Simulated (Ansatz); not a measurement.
GaP with Sb replacing P: gradients before and after relaxing the atoms

Start: a supercell of GaP (zinc blende type, F-43m) built from a COD entry, with all atoms left at the host's positions.

```cif
data_structure
_symmetry_space_group_name_H-M 'P 1'
_symmetry_Int_Tables_number 1
_cell_length_a 11.5623
_cell_length_b 11.5623
_cell_length_c 11.5623
_cell_angle_alpha 60.000
_cell_angle_beta 60.000
_cell_angle_gamma 60.000
_cell_volume 1092.98
loop_
_atom_site_label
_atom_site_type_symbol
_atom_site_fract_x
_atom_site_fract_y
_atom_site_fract_z
_atom_site_occupancy
Ga1 Ga 0.00000 0.00000 0.00000 1
Ga2 Ga 0.00000 0.00000 0.33333 1
Ga3 Ga 0.00000 0.00000 0.66667 1
Ga4 Ga 0.00000 0.33333 0.00000 1
Ga5 Ga 0.00000 0.33333 0.33333 1
Ga6 Ga 0.00000 0.33333 0.66667 1
Ga7 Ga 0.00000 0.66667 0.00000 1
Ga8 Ga 0.00000 0.66667 0.33333 1
Ga9 Ga 0.00000 0.66667 0.66667 1
Ga10 Ga 0.33333 0.00000 0.00000 1
Ga11 Ga 0.33333 0.00000 0.33333 1
Ga12 Ga 0.33333 0.00000 0.66667 1
Ga13 Ga 0.33333 0.33333 0.00000 1
Ga14 Ga 0.33333 0.33333 0.33333 1
Ga15 Ga 0.33333 0.33333 0.66667 1
Ga16 Ga 0.33333 0.66667 0.00000 1
Ga17 Ga 0.33333 0.66667 0.33333 1
Ga18 Ga 0.33333 0.66667 0.66667 1
Ga19 Ga 0.66667 0.00000 0.00000 1
Ga20 Ga 0.66667 0.00000 0.33333 1
Ga21 Ga 0.66667 0.00000 0.66667 1
Ga22 Ga 0.66667 0.33333 0.00000 1
Ga23 Ga 0.66667 0.33333 0.33333 1
Ga24 Ga 0.66667 0.33333 0.66667 1
Ga25 Ga 0.66667 0.66667 0.00000 1
Ga26 Ga 0.66667 0.66667 0.33333 1
Ga27 Ga 0.66667 0.66667 0.66667 1
Sb28 Sb 0.08333 0.08333 0.08333 1
P29 P 0.08333 0.08333 0.41667 1
P30 P 0.08333 0.08333 0.75000 1
P31 P 0.08333 0.41667 0.08333 1
P32 P 0.08333 0.41667 0.41667 1
P33 P 0.08333 0.41667 0.75000 1
P34 P 0.08333 0.75000 0.08333 1
P35 P 0.08333 0.75000 0.41667 1
P36 P 0.08333 0.75000 0.75000 1
P37 P 0.41667 0.08333 0.08333 1
P38 P 0.41667 0.08333 0.41667 1
P39 P 0.41667 0.08333 0.75000 1
P40 P 0.41667 0.41667 0.08333 1
P41 P 0.41667 0.41667 0.41667 1
P42 P 0.41667 0.41667 0.75000 1
P43 P 0.41667 0.75000 0.08333 1
P44 P 0.41667 0.75000 0.41667 1
P45 P 0.41667 0.75000 0.75000 1
P46 P 0.75000 0.08333 0.08333 1
P47 P 0.75000 0.08333 0.41667 1
P48 P 0.75000 0.08333 0.75000 1
P49 P 0.75000 0.41667 0.08333 1
P50 P 0.75000 0.41667 0.41667 1
P51 P 0.75000 0.41667 0.75000 1
P52 P 0.75000 0.75000 0.08333 1
P53 P 0.75000 0.75000 0.41667 1
P54 P 0.75000 0.75000 0.75000 1
```

Sites (sets of like atoms) are named by element and the number of their first atom in this list.

Computed with Ansatz: DFT, PBE, plane waves and PAW, scalar-relativistic, 420 eV cutoff, Γ-centred 2×2×2 k-points, Fermi–Dirac smearing 0.01 eV.

The largest force at the start is 2.8 eV/Å. Relaxing the ions at fixed cell moves them by 0.175 Å at most (atom 2, Ga) and 0.050 Å rms.

```csv
site,atom,moved (Å),first shell before,first shell after,V_zz before (10²¹ V/m²),η before
Ga1,1,0.175,"1 Sb at 2.36 Å, 3 P at 2.36 Å","3 P at 2.34 Å, 1 Sb at 2.54 Å",-3.54,0.00
Ga3,3,0.000,4 P at 2.36 Å,4 P at 2.34–2.36 Å,0.081,0.14
Ga5,5,0.004,4 P at 2.36 Å,4 P at 2.36 Å,-0.023,0.03
Ga18,18,0.002,4 P at 2.36 Å,4 P at 2.36 Å,-0.027,0.00
Sb,28,0.000,4 Ga at 2.36 Å,4 Ga at 2.54 Å,0.00,–
P29,29,0.033,4 Ga at 2.36 Å,4 Ga at 2.34–2.36 Å,-0.23,0.01
P32,32,0.001,4 Ga at 2.36 Å,4 Ga at 2.36 Å,-0.020,0.00
P36,36,0.003,4 Ga at 2.36 Å,4 Ga at 2.36 Å,0.008,0.00
```

Problem. What are V_zz and η after the relaxation?

Solution. 

| site | atom | V_zz after | η after | change of V_zz |
| --- | --- | --- | --- | --- |
| Ga1 | 1 | 0.31 | 0.00 | +3.85 |
| Ga3 | 3 | 0.94 | 0.09 | +0.86 |
| Ga5 | 5 | 0.21 | 0.62 | +0.23 |
| Ga18 | 18 | -0.069 | 0.00 | -0.04 |
| Sb | 28 | 0.00 | – | 0.00 |
| P29 | 29 | -1.03 | 0.21 | -0.80 |
| P32 | 32 | 0.031 | 0.00 | +0.05 |
| P36 | 36 | 0.093 | 0.00 | +0.09 |

The largest change of V_zz along a kept axis is on Ga1, from -3.54 to 0.31. Small gradients that grow severalfold: P29 (-0.23 to -1.03). Where |V_zz| stays above 0.1 and the axes keep their order, η moves most on P29, from 0.01 to 0.21. V_zz changes sign on Ga1 (same axis), Ga5 (axis turned by 23°), P32 (same axis). Other sites with |V_zz| of 0.02 or less aren't listed.

The defect repeats with the cell of 54 atoms, so it feels its images: sites between two images don't show the values beside a lone defect, and zeros or small values of η there can come from the images' arrangement. Without spin–orbit coupling (the program notes it for Sb) the gradients are little affected as a rule: paired runs on crystals with a gap mostly move them by under 2 % at such atoms.
Before: The neighbours have not yet relaxed around the defect (largest force 2.8 eV/Å), so a real crystal will differ.
After: The relaxation keeps the site symmetry -43m of the start, so the impurity can't leave its site; a start off the site could end lower.
